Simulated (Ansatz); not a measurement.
FeS2:
```xyz
12
Lattice="5.3237 0.0000 0.0000 0.0000 5.3237 0.0000 0.0000 0.0000 5.3237" Properties=species:S:1:pos:R:3 pbc="T T T"
Fe     0.0000     0.0000     0.0000
Fe     2.6618     0.0000     2.6618
Fe     2.6618     2.6618     0.0000
Fe     0.0000     2.6618     2.6618
S      2.0320     2.0320     2.0320
S      0.6299     3.2917     4.6938
S      4.6938     0.6299     3.2917
S      3.2917     4.6938     0.6299
S      3.2917     3.2917     3.2917
S      4.6938     2.0320     0.6299
S      0.6299     4.6938     2.0320
S      2.0320     0.6299     4.6938
```

Tensor components refer to the Cartesian frame of this cell.

### Question
Give the high-frequency dielectric tensor and the Born effective charge tensors of the independent atoms from DFPT, PBEsol (plane waves, PAW; program Ansatz).

### Answer

ε∞:
```
20.5  0.00  0.00
0.00  20.5  0.00
0.00  0.00  20.5
```
Z* of atom 1 (Fe), rows: field, columns: displacement, in e:
```
-5.22  -0.46  -0.04
-0.04  -5.22  -0.46
-0.46  -0.04  -5.22
```
Z* of atom 5 (S), rows: field, columns: displacement, in e:
```
 2.61   0.11  -0.02
-0.02   2.61   0.11
 0.11  -0.02   2.61
```

Space group Pa-3. The cell was relaxed with PBEsol under the symmetry of its start. The workflow began spin-polarised and lost its moments.

Potentials: the later of the program's two PAW sets.
